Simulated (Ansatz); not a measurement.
SiO2:
```yaml
crystal:
  lattice:
    - [4.98032, 0.00000, 0.00000]
    - [0.00000, 4.98032, 0.00000]
    - [0.00000, 0.00000, 6.91810]
  atoms:
    - { symbol: Si, position: [0.30233, 0.30233, 0.00000] }
    - { symbol: Si, position: [0.80233, 0.19767, 0.75000] }
    - { symbol: Si, position: [0.19767, 0.80233, 0.25000] }
    - { symbol: Si, position: [0.69767, 0.69767, 0.50000] }
    - { symbol: O, position: [0.23822, 0.10904, 0.18132] }
    - { symbol: O, position: [0.73822, 0.39096, 0.56868] }
    - { symbol: O, position: [0.26178, 0.60904, 0.06868] }
    - { symbol: O, position: [0.76178, 0.89096, 0.68132] }
    - { symbol: O, position: [0.89096, 0.76178, 0.31868] }
    - { symbol: O, position: [0.39096, 0.73822, 0.43132] }
    - { symbol: O, position: [0.60904, 0.26178, 0.93132] }
    - { symbol: O, position: [0.10904, 0.23822, 0.81868] }
```

Relaxed with r²SCAN. Special points in fractions of this cell's reciprocal vectors: Γ (0.000, 0.000, 0.000); X (0.000, 0.500, 0.000); M (0.500, 0.500, 0.000); Z (0.000, 0.000, 0.500); R (0.000, 0.500, 0.500); A (0.500, 0.500, 0.500).

**Question.** List the band energies nearest the valence-band maximum at these points for r²SCAN (plane waves, PAW; program Ansatz).

**Answer.** In eV from the valence-band maximum; about four levels below and three above (degenerate sets whole), none deeper than 8.9 eV; points with the same levels are listed once.

```json
[
 {"k": "Γ", "below": "-0.69 -0.31 -0.31 0.00", "above": "6.35 9.64 9.64"},
 {"k": "X", "below": "-0.65 -0.65 -0.50 -0.50", "above": "8.46 8.46 10.05 10.05"},
 {"k": "M", "below": "-0.60 -0.60 -0.54 -0.54", "above": "9.46 9.46 9.64 9.64"},
 {"k": "Z", "below": "-0.55 -0.55 -0.40 -0.40", "above": "7.63 7.63 10.34 10.34"},
 {"k": "R", "below": "-0.94 -0.94 -0.18 -0.18", "above": "8.90 8.90 9.61 9.61"},
 {"k": "A", "below": "-0.62 -0.62 -0.62 -0.62", "above": "9.98 9.98 9.98 9.98"}
]
```

Space group P4_12_12. Symmetry was held in the r²SCAN relaxation.

Potentials: the later of the program's two PAW sets.
